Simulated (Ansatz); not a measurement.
## KMnF3: do energies and stresses tell the same story?

Level of theory: Ansatz 0.2.0, DFT PBEsol, scalar-relativistic, plane waves, PAW.

Settings: cutoff 420 eV, Γ-centred mesh 6×6×6 on the computed 5-atom cell, Gaussian smearing of 0.02 eV; collinear spin from starting moments 0 4.56 0 0 0 μB.

Relaxed cell: Pm-3m, a = 4.181 Å, b = 4.181 Å, c = 4.181 Å, α = 90.00°, β = 90.00°, γ = 90.00°, 5 atoms in the primitive cell.

Energies at zero smearing and pressures from the stress tensor, at volumes with shape and atoms relaxed:
```tsv
V (Å³/atom)	E − E(first) (meV/atom)	P (GPa)
13.744	0.00	4.91
14.183	-9.72	2.23
14.622	-12.58	-0.04
15.060	-9.75	-1.95
15.499	-2.23	-3.56
```

**Question.** Check P = −dE/dV between neighbouring volumes, and get the bulk modulus from the pressures alone.

**Answer.** With 1 eV/Å³ = 160.2 GPa:
```json
{"middle V (Å³/atom)": "13.964", "−ΔE/ΔV (GPa)": "3.549", "mean P (GPa)": "3.569"}
{"middle V (Å³/atom)": "14.402", "−ΔE/ΔV (GPa)": "1.046", "mean P (GPa)": "1.096"}
{"middle V (Å³/atom)": "14.841", "−ΔE/ΔV (GPa)": "-1.034", "mean P (GPa)": "-0.991"}
{"middle V (Å³/atom)": "15.280", "−ΔE/ΔV (GPa)": "-2.747", "mean P (GPa)": "-2.751"}
```

The two differ by 0.05 GPa at most. The mean of two end pressures misses the average over a step by about ΔV² P″/12, up to 0.04 GPa here; with that taken off 0.03 GPa remains, from the finite cutoff, the mesh or the relaxation's tolerance. Around V = 14.622 Å³/atom, the two neighbours give B = −V ΔP/ΔV = 14.622 × 4.17 / 0.877 = 69.6 GPa, against B0 = 69.3 GPa from the Birch–Murnaghan fit of the energies.

The cell holds one magnetic atom, so it can only be ferromagnetic; an antiferromagnetic order may lie lower.

Only this magnetic start was tried.

Symmetry holds off the tilts and polar distortions that many cubic perovskites undergo.

Cost: 6 runs of about 1.9 core-minutes in all, on Arm Neoverse V1 (shared hosts).